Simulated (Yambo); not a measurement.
```
CELL_PARAMETERS angstrom
      0.00000     2.67778     2.67778
      2.67778     0.00000     2.67778
      2.67778     2.67778     0.00000
ATOMIC_POSITIONS crystal
  S  0.75000 0.75000 0.75000
  Zn 0.00000 0.00000 0.00000
```

ZnS (zinc blende, space group F-43m, No. 216): mean Im ε in 1 eV windows above the direct gap of 3.43 eV, for different electron-hole kernels (Yambo, broadening 0.15 eV, norm-conserving PBEsol (Quantum ESPRESSO, 84 Ry, without SOC) bands; 10×10×10 mesh, 3 valence and 1 conduction bands, static screening with 27 bands and a 4 Ry block, scissor 1.34 eV, Tamm-Dancoff; field along x).

| window (eV) | independent quasiparticles | BSE |
|---|---|---|
| 3.4 to 4.4 | 1.0 | 2.2 |
| 4.4 to 5.4 | 2.2 | 6.5 |
| 5.4 to 6.4 | 5.6 | 6.1 |

This run doesn't resolve bound excitons or single peaks, so only averages are given, and they too depend on the mesh; weight that the attraction moves below the gap isn't listed. All transitions below 7.11 eV are in the band window. The scissor comes from a G0W0 run whose convergence isn't established.

Geometry relaxed with PBEsol.
